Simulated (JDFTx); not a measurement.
ScAl3(100) slab cut from bulk ScAl3 (space group Pm-3m, indices of the conventional cell, lattice of the Materials Project entry mp-2121, not re-optimised): 6 atoms in 3 planes, a 1x1 cell of 16.71 Å² (|a| = 4.088, |b| = 4.088 Å), 4.2 Å between the outermost planes, Al outermost, slab composition ScAl5, cell height 20.1 Å, 6×6×1 k mesh, Fermi smearing 0.01 Ha, no spin polarisation. Whether this polymorph is the ambient one wasn't checked. Neither spin polarisation nor a larger cell was tried.

Computed with a modified build of JDFTx: PBE, GBRV ultrasoft potentials, plane waves to 20/100 Ha. Liquid on both sides: linear PCM (GLSSA13), water, 1 M KCl; nuclei fixed. 

Charging data:

| U − U_pzc (V) | σ (μC/cm²) |
|---|---|
| -0.52 | -8.10 |
| -0.32 | -5.17 |
| -0.17 | -2.86 |
| 0.00 | 0.00 |
| 0.28 | 5.28 |
| 0.40 | 8.00 |
| 0.48 | 9.84 |

Worked example: a check of Lippmann's equation. The grand free energy per area against the neutral slab, Δγ = [F(N) − F(N₀) − μ(N − N₀)]/2A, is taken from the total energies of the same runs.

```json
[
 {"U − U_pzc (V)": "-0.52", "Δγ (mJ/m²)": "-21.8"},
 {"U − U_pzc (V)": "-0.32", "Δγ (mJ/m²)": "-8.5"},
 {"U − U_pzc (V)": "-0.17", "Δγ (mJ/m²)": "-2.5"},
 {"U − U_pzc (V)": "0.00", "Δγ (mJ/m²)": "0.0"},
 {"U − U_pzc (V)": "0.28", "Δγ (mJ/m²)": "-7.1"},
 {"U − U_pzc (V)": "0.40", "Δγ (mJ/m²)": "-15.4"},
 {"U − U_pzc (V)": "0.48", "Δγ (mJ/m²)": "-22.1"}
]
```

Δγ is largest at zero charge and falls away from it, as dγ/dU = −σ demands. At -0.52 V the computed -21.8 mJ/m² stands beside -21.1 mJ/m² from the constant-capacitance formula.
